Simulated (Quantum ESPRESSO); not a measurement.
## Kohn-Sham bands of AlGaN2 (P-4m2)

```
AlGaN2
1.0
    3.14088     0.00000     0.00000
    0.00000     3.14088     0.00000
    0.00000     0.00000     4.42384
Al Ga N
1 1 2
Direct
  0.50000   0.50000   0.50000
  0.00000   0.00000   0.00000
  0.50000   0.00000   0.73826
  0.00000   0.50000   0.26174
```

Materials Project entry mp-1008556; symmetrised, unrelaxed at this level. Not found in the COD (Crystallography Open Database) copy used; not checked further. Computed values, not measurements, from PBEsol: Quantum ESPRESSO (norm-conserving PseudoDojo potentials, cutoff 68 Ry, spinors with spin-orbit coupling) on a Γ-centred 8×8×6 mesh, then Wannier90. Density: 10×10×8 mesh, cold smearing 0.01 Ry.

Energies are relative to the valence-band maximum; weights are on the orthonormalised atomic waves of the pseudopotential files, averaged over the group. 26 electrons a cell are treated as valence.

### Question
Into which isolated groups do the bands fall, where do they lie and what are they made of?

### Answer
| bands | from (eV) | to (eV) | filling | weight on atomic waves |
|---|---|---|---|---|
| 1–4 | -15.48 | -14.03 | filled | Ga 3d 41 %, N 2s 38 %, Al 3p 8 % |
| 5–14 | -13.36 | -11.39 | filled | Ga 3d 82 %, N 2s 10 % |
| 15–26 | -6.85 | 0.00 | filled | N 2p 73 %, Ga 4p 8 %, Al 3p 7 % |

The Kohn-Sham gap over both meshes and the path is 2.79 eV.
